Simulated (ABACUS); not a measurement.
Band structure of SnSe (Pnma, 8 atoms in the cell; from Materials Project mp-691, lattice scaled a little).

```
CELL_PARAMETERS angstrom
     11.95374     0.00000     0.00000
      0.00000     4.22858     0.00000
      0.00000     0.00000     4.81749
ATOMIC_POSITIONS crystal
  Sn 0.61879 0.75000 0.37655
  Sn 0.38121 0.25000 0.62345
  Sn 0.88121 0.25000 0.87655
  Sn 0.11879 0.75000 0.12345
  Se 0.14855 0.25000 0.50918
  Se 0.85145 0.75000 0.49082
  Se 0.35145 0.75000 0.00918
  Se 0.64855 0.25000 0.99082
```

Computed with LDA (PW92), numerical atomic orbitals SZP (confined pseudo-atomic orbitals with Gaussian additions; energy shift 0.01 Ry), PseudoDojo 0.4 standard norm-conserving LDA (tails mended) pseudopotentials in ABACUS.

Settings: basis = SZP numerical atomic orbitals, energy shift 0.01 Ry; KPT = Gamma 1 3 3 0 0 0; basis_type = lcao; dft_functional = PWLDA; ecutwfc = 100 Ry; smearing_method = fd; smearing_sigma = 0.00367493 Ry; potentials = PseudoDojo 0.4 standard norm-conserving LDA (tails mended); symmetry = 1; symmetry_prec = 1e-05; ks_solver = scalapack_gvx; scf_nmax = 100; scf_thr = 1.0e-06; mixing_type = pulay.

The atom-centred basis is finite, which shifts total energies, pressures and forces against plane waves. A single-zeta basis is rough, for pressures and forces above all. The structure comes from a collection of computed structures, made at another level of theory; the collection holds predicted forms beside known ones. Its lattice was then scaled.

Question: Predict the gap along the standard path and the places of the band edges.

Answer: The gap along the path is 0.73 eV, from a point between Y and Γ to a point between Γ and X; the smallest direct gap on it is 1.06 eV.

Points are given in units of this cell's reciprocal vectors. Levels in eV from the top of the valence band on the path, bands 57 to 61:
```csv
point,57,58,59,60,61
Γ (0 0 0),-1.17,-0.72,-0.50,-0.16,1.03
X (0 0.5 0),-1.04,-1.04,-0.81,-0.81,1.15
S (0 0.5 0.5),-1.76,-1.76,-0.93,-0.93,2.63
Y (0 0 0.5),-0.81,-0.81,-0.19,-0.19,1.34
Z (0.5 0 0),-1.37,-1.37,-0.28,-0.28,2.37
U (0.5 0.5 0),-1.12,-1.12,-1.12,-1.12,1.54
R (0.5 0.5 0.5),-1.11,-1.11,-1.11,-1.11,2.72
T (0.5 0 0.5),-0.42,-0.42,-0.26,-0.26,1.38
```

Higher empty bands are left out: an atom-centred basis made for the valence describes them poorly.

The atomic orbitals were generated for these runs; they are not ABACUS's published sets and were checked against plane waves on a few crystals only.

“Tails mended”: in these copies of the files the far tail of each local potential was reset to the Coulomb form.
